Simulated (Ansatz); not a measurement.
Method: DFT PBE, scalar-relativistic, plane waves, PAW in Ansatz. All cells share a 420 eV cutoff and Γ-centred k meshes spaced at most about 0.3 Å⁻¹ (about 0.25 or finer for metals, 2π included). No spin polarisation in the final relaxations.

Temperature and zero-point effects are left out. All come from trial cells, and lower structures may exist.

Question: These unrelaxed guesses for Be4Pd are each relaxed within their symmetry. Order them by the energy at which they end, lowest first.
A.

```
Be Pd
1.0
     3.68258    0.00000    0.00000
     0.00000    3.68258    0.00000
     0.00000    0.00000    3.68258
Be Pd
4 1
Cartesian
  0.0000 1.8413 1.8413
  1.8413 0.0000 1.8413
  1.8413 1.8413 0.0000
  1.8413 1.8413 1.8413
  0.0000 0.0000 0.0000
```

B.

```
Be Pd
1.0
     2.43978    0.00000    0.00000
    -1.21989    2.11291    0.00000
     0.00000    0.00000    5.33171
Be Pd
4 1
Direct
  0.50000 0.00000 0.00000
  0.00000 0.50000 0.00000
  0.50000 0.50000 0.00000
  0.00000 0.00000 0.50000
  0.00000 0.00000 0.00000
```

Answer: B (ends in P6/mmm, 0 meV/atom), A (ends in Pm-3m, 50 meV/atom). Even the lowest end lies +0.34 eV/atom against the elements.

Cells relaxed within their symmetry can be saddle points. Some structure types and database cells were kept out of the candidates from the start, so a known form may be missing.
